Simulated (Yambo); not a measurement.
**CsVN2: sweep of GW parameters**

G0W0@PBEsol for CsVN₂ (space group Fd-3m, No. 227) in Yambo. Reference settings: 2×2×2 Γ-centred k mesh, bands 3 to 214 and a 7 Ry block in the screening, 214 bands in G with the Bruneval-Gonze terminator, plasmon pole fitted at 27.2 eV. The PBEsol gap L → Γ on this mesh is 0.56 eV; G0W0 gaps are taken between the same points.

```tsv
change from the reference	G0W0 gap L → Γ (eV)	shift of the valence edge (eV)	rough Yambo cost
reference settings	1.33	0.15	1
84 bands in W, 84 bands in G	1.20	0.48	about 1/2
122 bands in W, 122 bands in G	1.26	0.32	about 1/2
167 bands in W, 167 bands in G	1.31	0.20	within a factor of two
exchange cut at 10 Ry	3.23	0.68	–
exchange cut at 5 Ry	4.22	1.76	–
exchange cut at 20 Ry	2.10	0.28	–
58 bands in W, 58 bands in G, 4 Ry block	1.31	0.60	about 1/5
2 Ry block	1.66	0.42	within a factor of two
167 bands in W, 167 bands in G, 6 Ry block	1.31	0.23	within a factor of two
6 Ry block	1.32	0.18	within a factor of two
58 bands in W, 58 bands in G, 3 Ry block, no terminator	1.58	0.91	about 1/7
58 bands in W, 58 bands in G, no terminator	1.35	1.02	about 1/4
167 bands in W, 167 bands in G, no terminator	1.47	0.47	within a factor of two
no terminator	1.46	0.37	within a factor of two
```

The reference isn't shown to be the converged limit. Costs are rough (shared machines), scaled to the same edge states, and given only for runs that recompute the screening.

The 3d shell has no Hubbard U; the runs are without spin polarisation, and magnetic order was not tried.

Geometry of the Materials Project entry, not relaxed at this level; primitive cell a = 5.900 Å, b = 5.900 Å, c = 5.900 Å, α = 60.00°, β = 60.00°, γ = 60.00°.

The structure is a Materials Project entry; no match was found in the copy of COD used, and its stability was not checked.

A shift is the quasiparticle energy of the state minus its PBEsol energy.
